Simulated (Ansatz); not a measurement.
# 4 guesses for Lu2SiNF2 and where they end

Method: DFT PBE, scalar-relativistic, plane waves, PAW in Ansatz. Settings: cutoff 420 eV, Γ-centred meshes spaced at most about 0.3 Å⁻¹, and about 0.25 Å⁻¹ or finer for metals (2π included), Gaussian smearing. No spin polarisation in the final relaxations.

Each guess was relaxed in cell and atoms at zero pressure, within the symmetry of its start. Temperature and zero-point effects are left out. Coordination counts F or N atoms around Lu and Si (for each partner element, those within 1.25 times its shortest distance or 1.15 times the sum of covalent radii, where it is the nearest in units of that sum or under 1.3; a plus sign parts groups by distance over the sum of covalent radii; the shortest distance is added where it exceeds 1.18 times the sum of covalent radii; a slash parts the counts of unlike sites).

```json
{"guess": "1", "made from": "LaYMn2Si2 type", "start group": "P4mm", "V start (Å³/atom)": "16.7", "end group": "P4mm", "V end (Å³/atom)": "22.5", "coordination at the end": "Lu 4+2, Si 4+1 from 3.1 Å", "gap on mesh (eV)": "0", "E over the lowest end (meV/atom)": "498"}
{"guess": "2", "made from": "LiNi2O2F type", "start group": "P4/nmm", "V start (Å³/atom)": "14.4", "end group": "P4/nmm", "V end (Å³/atom)": "14.1", "coordination at the end": "Lu 5/1+5, Si 1", "gap on mesh (eV)": "0", "E over the lowest end (meV/atom)": "0"}
{"guess": "3", "made from": "LaGdCl2O2 type", "start group": "P4mm", "V start (Å³/atom)": "13.5", "end group": "?", "V end (Å³/atom)": "?", "coordination at the end": "?", "gap on mesh (eV)": "?", "E over the lowest end (meV/atom)": "?"}
{"guess": "4", "made from": "Nd2FeSi2Ru type", "start group": "P-4m2", "V start (Å³/atom)": "17.2", "end group": "P-4m2", "V end (Å³/atom)": "13.7", "coordination at the end": "Lu 7, Si 4 from 2.3 Å", "gap on mesh (eV)": "0", "E over the lowest end (meV/atom)": "63"}
```

Guess 3 as it starts:

```
Lu Si N F
1.0
     3.61597    0.00000    0.00000
     0.00000    3.61597    0.00000
     0.00000    0.00000    6.18250
Lu Si N F
2 1 1 2
Direct
  0.00000 0.00000 0.63213
  0.50000 0.50000 0.37103
  0.00000 0.00000 0.17470
  0.50000 0.50000 0.83264
  0.50000 0.00000 0.99405
  0.00000 0.50000 0.99405
```

Question: Predict the end of this guess and its energy over the lowest end.

Answer: It ends in space group P4mm (No. 99), with a = 3.383 Å, c = 7.849 Å, 15.0 Å³/atom and no gap. It lies 126 meV/atom over the lowest end, above guess 4 and below guess 1. Counting F or N atoms around Lu and Si, this end has Lu 1/8, Si 4 from 2.4 Å and the lowest (guess 2) has Lu 5/1+5, Si 1.

```cif
data_structure
_symmetry_space_group_name_H-M 'P4mm'
_symmetry_Int_Tables_number 99
_cell_length_a 3.3826
_cell_length_b 3.3826
_cell_length_c 7.8486
_cell_angle_alpha 90.000
_cell_angle_beta 90.000
_cell_angle_gamma 90.000
_cell_volume 89.80
loop_
_atom_site_label
_atom_site_type_symbol
_atom_site_symmetry_multiplicity
_atom_site_Wyckoff_symbol
_atom_site_fract_x
_atom_site_fract_y
_atom_site_fract_z
_atom_site_occupancy
Lu1 Lu 1 a 0.00000 0.00000 0.77659 1
Lu2 Lu 1 b 0.50000 0.50000 0.40578 1
Si1 Si 1 a 0.00000 0.00000 0.19992 1
N1 N 1 b 0.50000 0.50000 0.66626 1
F1 F 2 c 0.50000 0.00000 0.97503 1
```

Formation energies are uncorrected and refer to the elements' standard structures at the same level (F₂, N₂ as molecules).

Question: Is the lowest end bound against the elements?

Answer: Yes: its formation energy is −1.59 eV/atom. Whether it is stable depends on the other phases of the system, which aren't compared here.

Weakly bound directions are ill-defined at this level, which has no dispersion term (P4mm at 22.5 Å³/atom), and this can change margins and order among such cells. In P-4m2, P4mm at 15.0 Å³/atom, P4mm at 22.5 Å³/atom an odd number of electrons in the primitive cell allows no gap without spin; a larger cell or a magnetic state could open one. A magnetic state wasn't ruled out in cells without spin, among them P-4m2, P4mm at 15.0 Å³/atom, P4mm at 22.5 Å³/atom. Cells relaxed within their symmetry can be saddle points. A lower structure may well exist outside this small set. Some candidate types were left out of the draw beforehand, so a known form may be missing.
